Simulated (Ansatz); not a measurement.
**TePd, first-principles data**

TePd:
```cif
data_PdTe
_chemical_formula_sum 'Pd1 Te1'
_space_group_name_H-M_alt 'P 1'
_space_group_IT_number 1
_cell_length_a 3.39232
_cell_length_b 3.39232
_cell_length_c 3.39232
_cell_angle_alpha 90.000
_cell_angle_beta 90.000
_cell_angle_gamma 90.000
loop_
_space_group_symop_operation_xyz
  'x, y, z'
loop_
_atom_site_label
_atom_site_type_symbol
_atom_site_fract_x
_atom_site_fract_y
_atom_site_fract_z
_atom_site_occupancy
Pd1 Pd 0.00000 0.00000 0.00000 1
Te1 Te 0.50000 0.50000 0.50000 1
```

Space group Pm-3m (No. 221), CsCl type; conventional cell a = b = c = 3.3923 Å, α = β = γ = 90.00°.

Method: PBEsol (plane waves, PAW; program Ansatz). Structure relaxed to zero pressure with the same functional. Other levels are named where they apply.

**Cell and energy**

```json
{
 "volume_per_atom": "19.52 Å³",
 "density": "9.95 g/cm³",
 "Formation energy from the elements (no fitted shifts)": "-0.14 eV/atom"
}
```

**Electronic structure**

```json
{
 "electronic_character": "metallic (no gap)",
 "Density of states at the Fermi level": "0.36 states/eV per atom (mean over ±0.08 eV)",
 "Gap with spin–orbit coupling": "none (metallic)"
}
```

**Mechanics**

```json
{
 "Bulk modulus (Birch–Murnaghan fit)": "121 GPa",
 "Pressure derivative B′": "5.1",
 "Elastic constants (relaxed ions, GPa)": "C11 = 135, C12 = 116, C44 = 36.0",
 "mechanical_stability": "stable (all eigenvalues of C positive)",
 "hill_bulk_and_shear_moduli": "122 and 21.4 GPa",
 "Young's modulus": "60.7 GPa",
 "Poisson's ratio": "0.42",
 "debye_temperature_from_the_elastic_constants": "184 K"
}
```

**Phonons**

```json
{
  "highest_zone_centre_frequency": "67 cm⁻¹",
  "zone_centre_stability": "no imaginary mode at Γ"
}
```

A made-up cell: these elements were put on the sites of a structure type; neither database checked (COD, Materials Project) lists it. COD files the formula under space group No. 194. Its standing as an ambient phase is unchecked. The PBEsol relaxation kept the symmetry of its start. The run is not spin-polarised. As this level gives no gap, shear constants depend on the k-mesh and smearing (Fermi–Dirac, 0.1 eV here). As this level gives no gap, phonon frequencies hold no LO–TO term and depend on the k-mesh and smearing (Fermi–Dirac, 0.1 eV here). The references are the lowest solids computed at this level, not always the standard phases. Scalar-relativistic: spin–orbit coupling is off unless named, which matters more the heavier the elements.

Potentials: the earlier of the program's two PAW sets. The files were generated under PBE; for other functionals the program regenerates the frozen cores, and for LDA and PBEsol the local potential too.
